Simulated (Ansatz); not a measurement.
The relaxed structure here is a generated cell of Nb: the first start was made by placing the elements on the sites of a structure type, and the end was not matched to a known phase here, so it may be hypothetical. Known forms of Nb include space group No. 229.

A relaxed cell of Nb (Fm-3m (No. 225)), relaxed on a k-mesh at least as fine as the one used below. All values below come from PBEsol (plane waves to 420 eV, PAW, scalar-relativistic; Ansatz, an electronic-structure program). Γ-centred k-mesh 7×13×13 on the run's cell (coarser than for final values), Fermi–Dirac smearing 0.05 eV.

```
CELL_PARAMETERS angstrom
      0.00000     4.17021     4.17021
      2.08510     0.00000     2.08510
      2.08510     2.08510     0.00000
ATOMIC_POSITIONS crystal
  Nb 0.00000 0.00000 0.00000
  Nb 0.50000 0.00000 0.00000
```

The atoms are displaced along an unstable phonon of this cell by (Å):

```
atom      ux      uy      uz
----  ------  ------  ------
Nb1   -0.043   0.078  -0.121
Nb2    0.043  -0.078   0.121
```

**Question.** What forces (eV/Å) and pressure result?

**Answer.** 
| atom | Fx | Fy | Fz |
|---|---|---|---|
| Nb1 | -0.09 | 0.15 | -0.26 |
| Nb2 | 0.09 | -0.15 | 0.26 |

Pressure -0.3 GPa.

The undisplaced cell is probably no minimum: from this displacement the run went on to Im-3m (No. 229), 0.35 eV/atom below it.

No spin polarisation in the result.
